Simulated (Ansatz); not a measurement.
# Moving the choice of potentials or basis in HfIn4SiO6

```cif
data_structure
_symmetry_space_group_name_H-M 'P 1'
_symmetry_Int_Tables_number 1
_cell_length_a 5.4313
_cell_length_b 5.4313
_cell_length_c 7.6361
_cell_angle_alpha 96.982
_cell_angle_beta 96.982
_cell_angle_gamma 119.995
_cell_volume 189.24
loop_
_atom_site_label
_atom_site_type_symbol
_atom_site_fract_x
_atom_site_fract_y
_atom_site_fract_z
_atom_site_occupancy
Hf1 Hf 0.78835 0.21165 0.00000 1
In1 In 0.62175 0.37825 0.50000 1
In2 In 0.45502 0.54498 0.00000 1
In3 In 0.28407 0.71593 0.50000 1
In4 In 0.95814 0.04186 0.50000 1
Si1 Si 0.12168 0.87832 0.00000 1
O1 O 0.06219 0.11415 0.86666 1
O2 O 0.88585 0.93781 0.13334 1
O3 O 0.79490 0.53784 0.86663 1
O4 O 0.46216 0.20510 0.13337 1
O5 O 0.15352 0.62879 0.13333 1
O6 O 0.37121 0.84648 0.86667 1
```

The cell comes from a database or a generator and needn't be the stable form of this composition.

Kept alike: task single point; functional PBE; k mesh 6 × 6 × 4; occupations fermi-dirac, width 0.05 eV; no spin polarisation. Program: Ansatz. Cutoffs run from 900 to 1240 eV. The mesh is that of the run's cell of 12 atoms. No spin-orbit coupling.

```csv
choice of potentials or basis,pressure (GPa)
Ansatz NC,0.07
Ansatz PAW (files of its older set among them),0.07
PseudoDojo standard (PBE files),-0.41
SPMS NC,-0.31
```

Pressure is positive in compression, with a Pulay correction for the finite cutoff. For a metal such a mesh leaves the last digits unconverged.

Question: What does the choice of potentials or basis change here?

Answer: The pressure runs from -0.41 (PseudoDojo standard (PBE files)) to 0.07 GPa (Ansatz NC; Ansatz PAW (files of its older set among them)).
